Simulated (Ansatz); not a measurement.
Question: Name crystals whose computed values (DFT-LDA in the program Ansatz with PAW potentials) fall in these windows: Θ_D (K) 89 to 110; G_Hill (GPa) 5.3 to 6.8; B₀ by P(V) fit (GPa) 8.4 to 10.

Answer: 

```tsv
crystal	Θ_D (K)	G_Hill (GPa)	B₀ by P(V) fit (GPa)
Ba, fcc (Cu type)	102	5.8	9.4
```
Others may fit too.

Not the usual ambient phase: Ba, fcc (Cu type). The cell was relaxed under the symmetry of its start. Spin–orbit coupling is left out wherever it is not named.

Potentials: the later of the program's two PAW sets.
